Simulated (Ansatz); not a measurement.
ZnSe (zinc blende)

```xyz
2
Lattice="0.0000 2.8330 2.8330 2.8330 0.0000 2.8330 2.8330 2.8330 0.0000" Properties=species:S:1:pos:R:3 pbc="T T T"
Se     4.2496     4.2496     4.2496
Zn     0.0000     0.0000     0.0000
```

The slice is a {111} plane (indices of the conventional cell) through the point (0.750, 0.750, 0.750) (fractional), spanned by u = [100] and v = [-1 2 0] in vectors of this cell: u (4.01 Å) and v (6.94 Å, at 90° to u). It covers one period; positions are fractions (u, v).

Computed with r2SCAN (plane waves to 500 eV, PAW, scalar-relativistic; Ansatz, a program for electronic structure). k mesh 10×10×10. These are valence fields of a PAW run, semicore shells included where kept as valence: close to a nucleus they are smooth pseudo fields. The PAW data are Ansatz's earlier set. ZnSe was relaxed with its symmetry unable to fall.

Q: Sketch the density of the highest valence band (whole band, smooth part) on this plane as a map.

A: 
| v \ u | 0.00 | 0.11 | 0.22 | 0.33 | 0.44 | 0.56 | 0.67 | 0.78 | 0.89 |
|---|---|---|---|---|---|---|---|---|---|
| 0.88 | 0.184 | 0.146 | 0.069 | 0.022 | 0.006 | 0.006 | 0.022 | 0.069 | 0.146 |
| 0.75 | 0.028 | 0.024 | 0.017 | 0.013 | 0.013 | 0.013 | 0.013 | 0.017 | 0.024 |
| 0.62 | 0.025 | 0.026 | 0.057 | 0.116 | 0.157 | 0.157 | 0.116 | 0.057 | 0.026 |
| 0.50 | 0.016 | 0.033 | 0.106 | 0.199 | 0.051 | 0.051 | 0.199 | 0.106 | 0.033 |
| 0.38 | 0.004 | 0.011 | 0.040 | 0.107 | 0.174 | 0.174 | 0.107 | 0.040 | 0.011 |
| 0.25 | 0.013 | 0.013 | 0.014 | 0.021 | 0.027 | 0.027 | 0.021 | 0.014 | 0.013 |
| 0.12 | 0.161 | 0.142 | 0.085 | 0.037 | 0.025 | 0.025 | 0.037 | 0.085 | 0.142 |
| 0.00 | 0.001 | 0.150 | 0.167 | 0.060 | 0.020 | 0.020 | 0.060 | 0.167 | 0.150 |

Values: density of the highest valence band (whole band, smooth part) in e/Å³.
